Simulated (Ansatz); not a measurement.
SiC: do energies and stresses tell the same story?

The calculation used Ansatz 0.2.0, DFT PBE, scalar-relativistic, plane waves, PAW.

Plane waves to 420 eV, a k mesh through Γ of 12×12×2 on the computed 12-atom cell and Gaussian smearing (0.02 eV); no spin polarisation.

Relaxed cell: P6_3mc, a = 3.095 Å, b = 3.095 Å, c = 15.186 Å, α = 90.00°, β = 90.00°, γ = 120.00°, 12 atoms in the primitive cell.

Energies at zero smearing and pressures from the stress tensor, at volumes with shape and atoms relaxed:
| V (Å³/atom) | E − E(first) (meV/atom) | P (GPa) |
| --- | --- | --- |
| 9.238 | 0.00 | 34.92 |
| 9.553 | -57.80 | 24.17 |
| 9.868 | -95.98 | 14.90 |
| 10.183 | -117.23 | 6.91 |
| 10.497 | -123.87 | 0.02 |
| 10.812 | -117.94 | -5.92 |
| 11.127 | -101.16 | -11.04 |
| 11.547 | -64.46 | -16.77 |

**Question.** Check P = −dE/dV between neighbouring volumes, and get the bulk modulus from the pressures alone.

**Answer.** With 1 eV/Å³ = 160.2 GPa:
| middle V (Å³/atom) | −ΔE/ΔV (GPa) | mean P (GPa) |
| --- | --- | --- |
| 9.395 | 29.407 | 29.541 |
| 9.710 | 19.422 | 19.533 |
| 10.025 | 10.811 | 10.907 |
| 10.340 | 3.381 | 3.468 |
| 10.655 | -3.021 | -2.948 |
| 10.970 | -8.536 | -8.479 |
| 11.337 | -14.002 | -13.907 |

The two differ by 0.13 GPa at most. The mean of two end pressures misses the average over a step by about ΔV² P″/12, up to 0.13 GPa here; with that taken off 0.01 GPa remains. Around V = 10.497 Å³/atom, the two neighbours give B = −V ΔP/ΔV = 10.497 × 12.83 / 0.630 = 213.9 GPa, against B0 = 212.7 GPa from the Birch–Murnaghan fit of the energies.

Cost: 9 runs of about 20 core-minutes in all, on AMD EPYC (Zen 3) (shared hosts).